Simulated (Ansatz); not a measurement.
Crystals of one structure type (zinc blende) and one family of elements, relaxed and computed with the program Ansatz at the LDA level (PAW).

| crystal | gap (eV) | ε∞ |
|---|---|---|
| GaAs | 0.49 | 14.0 |
| BAs | 1.10 | 9.66 |
| BP | 1.14 | 9.18 |
| AlAs | 1.32 | ? |
| GaP | 1.38 | 10.6 |

Q: Fit a straight line to ln ε∞ against ln E_g and predict the withheld value.

A: Least squares on the 4 shown rows: ln ε∞ = -0.36 × ln E_g + (2.356), with a scatter of 8 %. For AlAs this gives 9.55. The run itself gave 9.44, within the scatter.

All cells were relaxed under the symmetry of their starts (and spin orders); stability against distortions was not tested throughout. Spin–orbit coupling is left out wherever it is not named.

Potentials: the later of the program's two PAW sets.
